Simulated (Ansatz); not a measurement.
Starting cell, Pd (fcc, Cu type):

```yaml
crystal:
  lattice:
    - [0.00000, 3.91144, 3.91144]
    - [1.95572, 0.00000, 1.95572]
    - [1.95572, 1.95572, 0.00000]
  atoms:
    - { symbol: Pd, position: [0.00000, 0.00000, 0.00000] }
    - { symbol: Pd, position: [0.50000, 0.00000, 0.00000] }
```

The atoms are displaced by Q × the pattern below (from a DFPT mode at L = (0.5, 0.0, 0.0), largest move 1; Q in Å), at fixed cell. (q is in reciprocal vectors of the primitive cell; the cell shown is doubled to hold the pattern.)

```json
[
 {"atom": "Pd1", "x": "-0.577", "y": "0.577", "z": "0.577"},
 {"atom": "Pd2", "x": "0.577", "y": "-0.577", "z": "-0.577"}
]
```

Calculation: r2SCAN (plane waves to 500 eV, PAW, scalar-relativistic; Ansatz, a quantum-chemistry and plane-wave program). k mesh 10×20×20 (Γ-centred), Fermi-Dirac smearing 0.05 eV. Energies are smeared free energies. Compression counts positive. With partly filled bands, energies and forces of such displacements shift with the k mesh and the smearing. Pd is run without spin polarisation. Pd was relaxed with its symmetry unable to fall. The PAW data are Ansatz's earlier set. The zero of ΔE is the undisplaced structure.

```json
[
 {"Q (Å)": "-0.100", "ΔE (eV/cell)": "0.200", "P (GPa)": "4.8", "−dE/dQ from forces (eV/Å)": "4.084"},
 {"Q (Å)": "-0.083", "ΔE (eV/cell)": "0.138", "P (GPa)": "3.3", "−dE/dQ from forces (eV/Å)": "3.360"},
 {"Q (Å)": "-0.067", "ΔE (eV/cell)": "0.088", "P (GPa)": "2.1", "−dE/dQ from forces (eV/Å)": "2.660"},
 {"Q (Å)": "-0.050", "ΔE (eV/cell)": "0.049", "P (GPa)": "1.2", "−dE/dQ from forces (eV/Å)": "1.977"},
 {"Q (Å)": "-0.033", "ΔE (eV/cell)": "0.022", "P (GPa)": "0.5", "−dE/dQ from forces (eV/Å)": "1.310"},
 {"Q (Å)": "-0.017", "ΔE (eV/cell)": "0.005", "P (GPa)": "0.1", "−dE/dQ from forces (eV/Å)": "0.653"},
 {"Q (Å)": "0.000", "ΔE (eV/cell)": "0.000", "P (GPa)": "0.0", "−dE/dQ from forces (eV/Å)": "0.000"},
 {"Q (Å)": "0.017", "ΔE (eV/cell)": "0.005", "P (GPa)": "0.1", "−dE/dQ from forces (eV/Å)": "-0.653"},
 {"Q (Å)": "0.033", "ΔE (eV/cell)": "0.022", "P (GPa)": "0.5", "−dE/dQ from forces (eV/Å)": "-1.310"},
 {"Q (Å)": "0.050", "ΔE (eV/cell)": "0.049", "P (GPa)": "1.2", "−dE/dQ from forces (eV/Å)": "-1.977"},
 {"Q (Å)": "0.067", "ΔE (eV/cell)": "0.088", "P (GPa)": "2.1", "−dE/dQ from forces (eV/Å)": "-2.660"},
 {"Q (Å)": "0.083", "ΔE (eV/cell)": "0.138", "P (GPa)": "3.3", "−dE/dQ from forces (eV/Å)": "-3.360"},
 {"Q (Å)": "0.100", "ΔE (eV/cell)": "0.200", "P (GPa)": "4.8", "−dE/dQ from forces (eV/Å)": "-4.084"}
]
```

Derived quantities:

| Quantity | Result |
|---|---|
| Energy at Q = 0.100 Å | 200 meV/cell |
| Space group of the distorted cell | R-3m (No. 166), lowered from Fm-3m |
| Symmetry of the curve | even: the same for both signs |
| Shape of the curve | a single well with its minimum at or next to zero displacement |
| Harmonic wavenumber from the curvature (finite differences) | 224 cm⁻¹ |
| Wavenumber by perturbation theory (DFPT, on another k mesh) | 224 cm⁻¹ |

The 13 points together took around 7 core-minutes (rough).

(A displaced cell: forces are minus the slopes of the energy, force constants its curvatures, and phonons follow from these.)
